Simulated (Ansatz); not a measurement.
2 distorted cells of LiW, built from the CsCl structure. PBE on all-electron LAPW: scalar relativity, no spin–orbit coupling, Dirac core shells, point nucleus (Ansatz). Sampling: 3×3×3 Γ-centred mesh with 0.15 eV Fermi–Dirac smearing (a coarse mesh, not converged over the zone). For a metal, stress, forces and moments on so few k-points can be far from the converged ones. No spin polarisation. The cell's electron count is odd, so a run with spin could end lower.

(1) Rank the cells by free energy an atom on this mesh, lowest first.
A.
13.12 Å³ an atom
```yaml
crystal:
  lattice:
    - [2.95829, 0.00794, 0.01911]
    - [0.00794, 3.08759, -0.03990]
    - [0.01911, -0.03990, 2.87391]
  atoms:
    - { symbol: W, position: [0.79234, 0.95541, 0.02752] }
    - { symbol: Li, position: [0.23823, 0.50558, 0.44628] }
```
B.
9.79 Å³ an atom
```yaml
crystal:
  lattice:
    - [2.62958, -0.04659, -0.04810]
    - [-0.04659, 2.69645, 0.01545]
    - [-0.04810, 0.01545, 2.76200]
  atoms:
    - { symbol: W, position: [0.07308, 0.61986, 0.82253] }
    - { symbol: Li, position: [0.61475, 0.11408, 0.34067] }
```

Answers

(1) A (lowest), B (+0.70 eV an atom).
